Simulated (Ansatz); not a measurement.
## BaCaHfZrO6: zone-centre modes

All numbers below come from Ansatz 0.2.0, DFT PBEsol, scalar-relativistic, plane waves, PAW. The runs took a 420 eV cutoff, a Γ-centred 6×6×6 mesh and Gaussian smearing (0.05 eV). Spin–orbit coupling is left out, which can shift energies with elements as heavy as these. No spin polarisation.

Zero of the scan (relaxed at this level; it needn't be the usual structure):

```xyz
10
Lattice="0.0000 4.1294 4.1294 4.1294 0.0000 4.1294 4.1294 4.1294 0.0000" Properties=species:S:1:pos:R:3 pbc="T T T"
Ba    2.0647    2.0647    2.0647
Ca    6.1940    6.1940    6.1940
Zr    4.1294    4.1294    4.1294
Hf    0.0000    0.0000    0.0000
O     2.0590    4.1294    4.1294
O     6.1997    4.1294    4.1294
O     4.1294    4.1294    6.1997
O     4.1294    4.1294    2.0590
O     4.1294    2.0590    4.1294
O     4.1294    6.1997    4.1294
```

Harmonic modes by finite displacements of 0.02 Å, without the LO–TO term.

**Question.** At this geometry, is the structure stable against these modes?

**Answer.** No: 6 modes are unstable, the strongest at 191i cm⁻¹.

**Question.** List the wavenumbers in cm⁻¹.

**Answer.** 191i, 191i, 191i, 150i, 150i, 150i, 0, 0, 0, 110, 110, 110, 153, 153, 153, 187, 187, 187, 277, 277, 277, 361, 361, 361, 563, 563, 563, 609, 609, 846.

Cost: 1 run of about 3.7 core-minutes, on Intel Xeon Platinum 8488C (Sapphire Rapids) (shared hosts).